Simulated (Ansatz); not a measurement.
Consider a crystal of ScCuC4N4 in space group P-43m (No. 215), with Sc on 1b; Cu on 1a; C on 4e; N on 4e. Recipe of this trial structure of ScCuC4N4: two interpenetrating cyanide-bridged diamond nets.

These are results of Ansatz 0.2.0, DFT PBE, scalar-relativistic, plane waves, PAW, not measurements. Cutoff 420 eV, Γ-centred mesh, Gaussian smearing, no spin polarisation.

Formation energies are uncorrected and refer to the elements' standard structures at the same level (N₂ as a molecule).

Task: Predict the relaxed structure.

Result:

Space group P-43m (No. 215). a = 5.978 Å, b = 5.978 Å, c = 5.978 Å, α = 90.00°, β = 90.00°, γ = 90.00°
```csv
atom,site,symmetry,x,y,z
Sc,1b,-43m,0.5000,0.5000,0.5000
Cu,1a,-43m,0.0000,0.0000,0.0000
C,4e,.3m,0.1854,0.1854,0.1854
N,4e,.3m,0.2993,0.2993,0.2993
```

Sc is surrounded by 4 N at 2.08 Å; around Cu lie 4 C at 1.92 Å; around C lie 1 N at 1.18 Å and 1 Cu at 1.92 Å; around N lie 1 C at 1.18 Å and 1 Sc at 2.08 Å. Another local minimum with the same sites may exist.

Task: And its energy and gap?

Result: The energy over the elements is −0.016 eV/atom. The gap on the 4×4×4 mesh of the 10-atom cell is 2.63 eV. The formation energy is too near zero to say whether this cell lies below the elements.

The last run used Gaussian smearing of 0.02 eV. Kohn–Sham gaps at this level usually fall short of measured ones. The reference form of C is held partly by dispersion forces, which this level lacks. Symmetry constrained the relaxation, so the result can be a saddle point.
